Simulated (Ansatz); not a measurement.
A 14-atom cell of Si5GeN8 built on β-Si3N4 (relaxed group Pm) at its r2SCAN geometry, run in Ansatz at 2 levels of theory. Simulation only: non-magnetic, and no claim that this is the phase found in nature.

The PBE+SOC input:
```yaml
crystal:
  lattice:
    - [7.6840586099, 0.0, 0.0192181976]
    - [0.0, 2.933659697, 0.0]
    - [-3.8253805351, 0.0, 6.6371630379]
  atoms:
    - { symbol: Si, position: [0.5960149313, 0.5, 0.824665319] }
    - { symbol: Si, position: [0.8252418651, 0.0, 0.2308554822] }
    - { symbol: Si, position: [0.7626880946, 0.0, 0.5906712229] }
    - { symbol: Si, position: [0.2302028562, 0.5, 0.4033002234] }
    - { symbol: Ge, position: [0.1740772624, 0.5, 0.7698423458] }
    - { symbol: Si, position: [0.410294038, 0.0, 0.1804082235] }
    - { symbol: "N", position: [0.3393680869, 0.5, 0.6627707391] }
    - { symbol: "N", position: [0.6680317066, 0.0, 0.3336950915] }
    - { symbol: "N", position: [0.6962538538, 0.5, 0.6655428365] }
    - { symbol: "N", position: [0.6718766616, 0.0, 0.9688236079] }
    - { symbol: "N", position: [0.0185942613, 0.0, 0.6987911188] }
    - { symbol: "N", position: [0.9693734452, 0.5, 0.2997166049] }
    - { symbol: "N", position: [0.2973023475, 0.0, 0.3283879868] }
    - { symbol: "N", position: [0.3406805896, 0.5, 0.0425291977] }
kpoints:
  mp_grid: { grid: [4, 8, 4] }
  band_path:
    path:
      - [0.0, 0.0, 0.0]
      - [0.0, -0.5, 0.0]
      - [0.5, -0.5, 0.0]
      - [0.5, 0.0, 0.0]
      - [0.5, 0.0, -0.5]
      - [0.5, -0.5, -0.5]
      - [0.0, -0.5, -0.5]
      - [0.0, 0.0, -0.5]
      - [0.0, 0.166667, 0.0]
    npoints: 1
hamiltonian:
  xc: pbe
scf:
  occupations: { method: fixed }
  n_extra_bands: 14
magnetization:
  noncollinear: true
  spin_orbit: true
output:
  forces: true
  stress: true
  eigenvalues: true
```

Main results, then, where recorded, the levels near the gap in eV from the Fermi energy (columns number the bands from 0), one row a point of the path (Γ, Z, D, B, A, E, C₂, Y₂, Γ–Z (0.33)):
```
Crystal: 14 atoms, lattice volume = 149.833 Å³
Symmetry: 2 space group operations + 2 with time reversal
Magnetic group: BNS 6.19 (UNI 26)
```
```
Basis set: ecut = 420 eV, 2923 PW (Γ)
k-points: 50 of 128 (time reversal used)
SCF converged after 11 iterations
Free energy (F): -10558.403527 eV
Fermi energy:    8.421730 eV
--- Forces (eV/Å), atoms counted from 1 ---
  atom   1  Si    -0.03233      0.00000      0.06065
  atom   2  Si      0.02229      0.00000      0.03504
  atom   3  Si    -0.07245      0.00000    -0.01297
  atom   4  Si      0.03634      0.00000    -0.00816
  atom   5  Ge      0.00201      0.00000    -0.02373
  atom   6  Si      0.01501      0.00000    -0.02241
  atom   7  N       0.10277      0.00000    -0.04054
  atom   8  N       0.02261      0.00000    -0.01101
  atom   9  N     -0.02071      0.00000      0.01398
  atom  10  N       0.01198      0.00000      0.03530
  atom  11  N     -0.15820      0.00000    -0.06901
  atom  12  N       0.03244      0.00000      0.00820
  atom  13  N       0.01139      0.00000    -0.02632
  atom  14  N       0.02687      0.00000      0.06101
--- Stress (GPa, compression-positive) ---
        5.726301       0.000000       0.040654
        0.000000       5.995288       0.000000
        0.040656       0.000000       5.707860
  P = ⅓ Tr σ = 5.8098 GPa (58.098 kbar)
```
```tsv
band_64	band_65	band_66	band_67	band_68	band_69	band_70	band_71	band_72	band_73	band_74	band_75	band_76	band_77	band_78	band_79
-1.220	-1.220	-1.039	-1.039	-0.425	-0.425	-0.395	-0.395	-0.136	-0.136	4.141	4.141	4.332	4.332	4.704	4.704
-1.589	-1.589	-1.564	-1.564	-1.432	-1.432	-1.318	-1.318	-1.205	-1.205	4.454	4.454	4.654	4.654	4.749	4.749
-1.730	-1.730	-1.444	-1.444	-1.331	-1.331	-1.054	-1.054	-1.011	-1.011	4.634	4.634	4.906	4.906	5.413	5.413
-1.547	-1.547	-1.376	-1.376	-0.708	-0.708	-0.306	-0.306	-0.170	-0.170	4.472	4.472	4.696	4.696	4.751	4.751
-1.626	-1.626	-1.280	-1.280	-0.696	-0.696	-0.319	-0.319	-0.168	-0.168	4.444	4.444	4.597	4.597	4.879	4.879
-1.824	-1.824	-1.475	-1.475	-1.385	-1.385	-1.010	-1.010	-0.884	-0.884	4.305	4.305	4.670	4.670	5.747	5.747
-1.819	-1.819	-1.450	-1.450	-1.389	-1.389	-1.029	-1.029	-0.977	-0.977	4.648	4.648	4.789	4.789	5.700	5.700
-1.513	-1.513	-1.238	-1.238	-0.725	-0.725	-0.322	-0.322	-0.168	-0.168	4.218	4.218	4.648	4.648	4.810	4.810
-1.379	-1.377	-1.224	-1.224	-1.120	-1.120	-0.984	-0.982	0.014	0.015	5.055	5.063	5.650	5.653	5.965	5.981
```

PBE+SOC gives an indirect gap of 4.13 eV, from Γ–Z (0.33 of the way from Γ) to Γ; the least direct gap is 4.28 eV at Γ.

Problem. In the first input these blocks are replaced (the band path and keys that only write files left aside):
```yaml
hamiltonian:
  xc: r2scan
scf:
  occupations: { method: fixed }
  n_extra_bands: 7
```
(magnetization left out)
What comes out?

Solution.
```
Basis set: ecut = 500 eV, 3789 PW (Γ)
k-points: 50 of 128 (time reversal used)
SCF converged after 8 iterations
Free energy (F): -10591.932488 eV
Fermi energy:    8.161935 eV
--- Forces (eV/Å), atoms counted from 1 ---
  atom   1  Si    -0.00120      0.00000    -0.00061
  atom   2  Si      0.00067      0.00000    -0.00013
  atom   3  Si      0.00042      0.00000      0.00072
  atom   4  Si    -0.00067      0.00000      0.00126
  atom   5  Ge      0.00159      0.00000      0.00004
  atom   6  Si    -0.00033      0.00000    -0.00103
  atom   7  N       0.00041      0.00000    -0.00047
  atom   8  N       0.00009      0.00000      0.00018
  atom   9  N       0.00044      0.00000    -0.00029
  atom  10  N     -0.00009      0.00000      0.00023
  atom  11  N     -0.00098      0.00000    -0.00081
  atom  12  N     -0.00052      0.00000    -0.00005
  atom  13  N       0.00023      0.00000      0.00025
  atom  14  N     -0.00009      0.00000      0.00075
--- Stress (GPa, compression-positive) ---
        0.004488       0.000000      -0.000775
        0.000000       0.006449       0.000000
       -0.000766       0.000000       0.004673
  P = ⅓ Tr σ = 0.0052 GPa (0.052 kbar)
```
```tsv
band_32	band_33	band_34	band_35	band_36	band_37	band_38	band_39
-1.243	-1.048	-0.435	-0.409	-0.144	4.699	4.956	5.312
-1.637	-1.608	-1.484	-1.350	-1.233	5.044	5.267	5.361
-1.776	-1.494	-1.367	-1.091	-1.039	5.253	5.508	6.059
-1.589	-1.390	-0.725	-0.315	-0.178	5.105	5.323	5.384
-1.670	-1.292	-0.718	-0.329	-0.177	5.067	5.240	5.520
-1.870	-1.520	-1.434	-1.042	-0.911	4.905	5.303	6.357
-1.863	-1.494	-1.436	-1.066	-1.008	5.277	5.388	6.320
-1.551	-1.250	-0.744	-0.332	-0.177	4.821	5.296	5.460
-1.419	-1.251	-1.137	-0.998	0.014	5.644	6.213	6.652
```
The r2SCAN gap is indirect, 4.68 eV (Γ–Z (0.33 of the way from Γ) to Γ), below the direct gap of 4.84 eV at Γ. The mean stress is close to zero (0.01 GPa).

Totals of different functionals, or with and without spin-orbit coupling, can't be compared.

Only the levels marked +SOC include spin-orbit coupling.
